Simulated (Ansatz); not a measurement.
Polymorphs of NaHO, each relaxed with DFT-PBEsol in the program Ansatz with PAW potentials:

A: P2_1
a = 3.492 Å, b = 3.393 Å, c = 5.096 Å, α = γ = 90.00°, β = 106.14°

```tsv
atom	site	symmetry	x	y	z
Na	2a	1	0.1658	0.7966	0.2993
H	2a	1	0.5396	0.4373	0.0667
O	2a	1	0.6559	0.2661	0.2268
```

B: Cmcm
a = 3.4044 Å, b = 10.8887 Å, c = 3.3706 Å, α = β = γ = 90.00°

| atom | site | symmetry | x | y | z |
|---|---|---|---|---|---|
| Na | 4c | m2m | 0.0000 | 0.6594 | 0.2500 |
| H | 4c | m2m | 0.0000 | 0.0398 | 0.7500 |
| O | 4c | m2m | 0.0000 | 0.1292 | 0.7500 |

Task: Order them by energy per atom at 0 K (lowest first) at the level PBEsol.

Result: A (+0 meV/atom), B (+18 meV/atom)

Task: Give each one's gap.

Result: A 3.63 eV; B 2.99 eV.

Standing as an ambient phase not checked: A; B. All cells were relaxed under the symmetry of their starts (and spin orders); stability against distortions was not tested throughout.

Energies hold the estimated change up to a 700 eV cutoff; steps of a few meV lie near the error of the meshes.

Potentials: the later of the program's two PAW sets.
